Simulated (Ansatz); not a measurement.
WS2:
```
CELL_PARAMETERS angstrom
      3.17204     0.00000     0.00000
     -1.58602     2.74707     0.00000
      0.00000     0.00000    12.55222
ATOMIC_POSITIONS crystal
  W  0.33333 0.66667 0.25000
  W  0.66667 0.33333 0.75000
  S  0.33333 0.66667 0.62566
  S  0.66667 0.33333 0.37434
  S  0.66667 0.33333 0.12566
  S  0.33333 0.66667 0.87434
```

Tensor components refer to the Cartesian frame of this cell.

Give the high-frequency dielectric tensor and the Born effective charge tensors of the independent atoms from DFPT, the program Ansatz at the r²SCAN+D4 level (PAW).


ε∞:
```
13.2  0.00  0.00
0.00  13.2  0.00
0.00  0.00  5.31
```
Z* of atom 1 (W), rows: field, columns: displacement, in e:
```
-0.41   0.00   0.00
 0.00  -0.41   0.00
 0.00   0.00  -0.32
```
Z* of atom 3 (S), rows: field, columns: displacement, in e:
```
0.21  0.00  0.00
0.00  0.21  0.00
0.00  0.00  0.16
```

Static charges for comparison (Bader): W1 +1.46, S3 -0.73 e. Born charges measure polarisation by displacement and can exceed these by far.

Space group P6_3/mmc. Symmetry was held in the r²SCAN+D4 relaxation. No spin polarisation was allowed. Scalar-relativistic: spin–orbit coupling is off unless named, which matters more the heavier the elements.

Potentials: the earlier of the program's two PAW sets.
